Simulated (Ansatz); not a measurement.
WO3 in space group P-42_1m (No. 113; W on 4e, O on 4e, O on 8f), PBEsol (plane waves, PAW; program Ansatz), all energies at zero smearing, with the estimated change up to a 700 eV cutoff added, with one set of potentials and settings (totals compare only within such a set). Cell of 16 atoms (4 W, 12 O): -47761.022 eV.

| element | reference phase | E (eV/atom) |
|---|---|---|
| W | Im-3m, 1 atoms in the cell | -10256.5620 |
| O | C2/m, 4 atoms in the cell, spin-polarised | -558.3554 |

Formation energy per atom, worked out: (-47761.022 − 4×(-10256.5620) − 12×(-558.3554))/16 = -2.157 eV/atom (-208 kJ per mol of atoms), at 0 K, without zero-point energy or fitted corrections.

The workflow started from a Materials Project entry (that database holds measured and hypothetical structures alike); the Crystallography Open Database copy checked does not list it. COD files the formula under space group No. 2, 14, 62, 129, 130, 191, so this cell is another polymorph or a model. Whether it is the stable phase at ambient conditions was not checked. The PBEsol relaxation kept the symmetry of its start; its stability against distortions is not shown here. The run is not spin-polarised. No Hubbard U is applied. The references are the lowest solids computed at this level, not always the standard phases (solids in place of the gases). Scalar-relativistic: spin–orbit coupling is off unless named, which matters more the heavier the elements.

Potentials: the later of the program's two PAW sets.
